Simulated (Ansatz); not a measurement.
# EuSb (zincblende structure)

Computed with Ansatz (plane waves, PAW, 420 eV cutoff): PBE+U (U_eff = 6 eV on Eu 4f), scalar-relativistic, collinear spin, Γ-centred 8×8×8 mesh, 0.05 eV Gaussian smearing; PAW files: Ansatz's generated set soft_2.

```
CELL_PARAMETERS angstrom
0.00000 3.73219 3.73219
3.73219 0.00000 3.73219
3.73219 3.73219 0.00000
ATOMIC_POSITIONS crystal
Eu 0.00000 0.00000 0.00000
Sb 0.25000 0.25000 0.25000
```

This is a trial structure made by placing the elements on a prototype's sites, so it needn't be the stable form.

Magnetic state: ferromagnetic, site spin moments Eu 7.01; Sb 0.45 μB.

The cell has space group F-43m (read at 0.01 Å). In it the stress is 0.01, 0.01, 0.01, 0.00, 0.00, 0.00 GPa and the largest force component 0.000 eV/Å. Each change below starts from this cell, without further relaxation. Stress is in GPa, positive in compression, in the order xx, yy, zz, yz, xz, xy; energies are counted from the cell above and are free energies with the smearing's entropy, which match forces and stress in a metal.

Question: What happens when atom 1 (Eu) is moved by 0.02 Å along x?

Answer: The energy changes by 0.5 meV per cell, and the force on it along the shift is -0.052 eV/Å (−F/u = 2.62 eV/Å²). Stress: 0.01, 0.01, 0.01, 0.18, 0.00, 0.00.
```
atom  Fx (eV/Å)     Fy     Fz
 Eu1     -0.052  0.000  0.000
 Sb2      0.052  0.000  0.000
```

Question: What stress follows from an engineering strain of -1 % in xy, atoms carried along?

Answer: 0.01, 0.01, 0.01, 0.00, 0.00, 0.10 GPa; the energy changes by 0.3 meV per cell.
| atom | Fx (eV/Å) | Fy | Fz |
| --- | --- | --- | --- |
| Eu1 | 0.000 | 0.000 | -0.057 |
| Sb2 | 0.000 | 0.000 | 0.057 |
The change of the stress over the strain gives a clamped-atom stiffness of about 10.1 GPa for this component.

Scalar-relativistic only: spin–orbit splittings of the heavy atoms' levels are missing. The run wasn't fully tested for a lower electronic state. Site moments are of spin, integrated over atomic spheres. A U of this size is made for insulators; in a metal, as here, it tends to take f weight out of the bonding and to swell the cell. The moments were started parallel, and the real magnetic order may be another.
